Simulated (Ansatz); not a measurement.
This cell of WSi₂ (MoSi2 type, space group I4/mmm) is off equilibrium:

```yaml
crystal:
  lattice:
    - [-1.61458, 1.61458, 3.93362]
    - [1.61458, -1.61458, 3.93362]
    - [1.61458, 1.61458, -3.93362]
  atoms:
    - { symbol: W, position: [0.95983, 0.95983, 0.00000] }
    - { symbol: Si, position: [0.33458, 0.33458, 0.00000] }
    - { symbol: Si, position: [0.66542, 0.66542, 0.00000] }
```

Level of theory: PBE (plane waves to 420 eV, PAW, scalar-relativistic; Ansatz, a quantum-chemistry and plane-wave program). k mesh 16×16×16 (Γ-centred), Fermi-Dirac smearing 0.05 eV. Energies are smeared free energies. Compression counts positive. With partly filled bands, energies and forces of such displacements shift with the k mesh and the smearing. Spin-orbit coupling is left out, though W is heavy. WSi2 is run without spin polarisation. WSi2 was relaxed with its symmetry unable to fall.

**Question.** What forces act on the atoms (eV/Å, Cartesian)?

**Answer.** 
```csv
atom,Fx,Fy,Fz
W1,0.000,0.000,4.961
Si2,0.000,0.000,-1.904
Si3,0.000,0.000,-3.057
```

**Question.** Give the stress tensor in GPa and the pressure.

**Answer.** 
```
    6.0      0.0      0.0
    0.0      6.0      0.0
    0.0      0.0     18.1
```
The pressure, a third of the trace, is 10.0 GPa.

**Question.** In it atom 1 sits (0.000, 0.000, -0.316) Å away from its relaxed site. What is its energy relative to the relaxed cell?

**Answer.** 738 meV/cell.

(For displaced atoms, the force is minus the slope of the energy, and its curvature is a force constant, which sets phonon frequencies.)
